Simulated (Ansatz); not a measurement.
Given:

AlP:
```
CELL_PARAMETERS angstrom
      3.82091     0.00000     0.00000
     -1.91045     3.30900     0.00000
      0.00000     0.00000     8.63292
ATOMIC_POSITIONS crystal
  Al 0.00000 0.49982 0.66667
  Al 0.50018 0.50018 0.00000
  Al 0.49982 0.00000 0.33333
  P  0.00000 0.49989 0.16667
  P  0.50011 0.50011 0.50000
  P  0.49989 0.00000 0.83333
```

This is the PBEsol-relaxed structure. Tensor components refer to the Cartesian frame of this cell.

**Question.** All from DFT-PBEsol in the program Ansatz with PAW potentials, unless another level is named. Estimate the Debye temperature from the elastic constants.

**Answer.** 552 K.

**Question.** What about the highest zone-centre frequency (without LO–TO term)?

**Answer.** 468 cm⁻¹.

**Question.** Give the piezoelectric stress constants (proper, relaxed ions, C/m²).

**Answer.** e14 = -0.10, e25 = 0.10.

Space group P6_422. The start of the workflow was typed in or built on a structure type; neither database checked (COD, Materials Project) lists it. It is not the phase usual at ambient conditions (space group No. 216). The PBEsol relaxation kept the symmetry of its start; whether a distortion lowers the energy is not shown. Signs of piezoelectric constants follow the polarity of the cell as given.

Potentials: the earlier of the program's two PAW sets. The files were generated under PBE; for other functionals the program regenerates the frozen cores, and for LDA and PBEsol the local potential too.
